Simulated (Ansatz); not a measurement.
A relaxed structure of CoSi2. Space group Fm-3m (No. 225), AFLOW prototype AB2_cF12_225_a_c (C1, as in CaF2). All values below come from PBE (plane waves to 420 eV, PAW, scalar-relativistic; Ansatz, an electronic-structure program).

Space group Fm-3m (No. 225); a = b = c = 5.360 Å, α = β = γ = 90.00°

```csv
atom,site,symmetry,x,y,z
Co,4a,m-3m,0.0000,0.0000,0.0000
Si,8c,-43m,0.2500,0.2500,0.2500
```
(The calculation used a cell of 3 atoms; values per cell refer to that cell.)

Question: Predict the magnetic moment from PBE.

Answer: Zero (the starting moments vanished).

No spin polarisation in the result: the starting moments vanished. The relaxed primitive cell holds an odd number of electrons. A magnetic state may lie lower.

The run could not lose the symmetry of its start.

The first start was generated by placing the elements on the sites of a structure type. A measured structure of CoSi2 has the same space group, Fm-3m (No. 225); the sites were not compared with it.
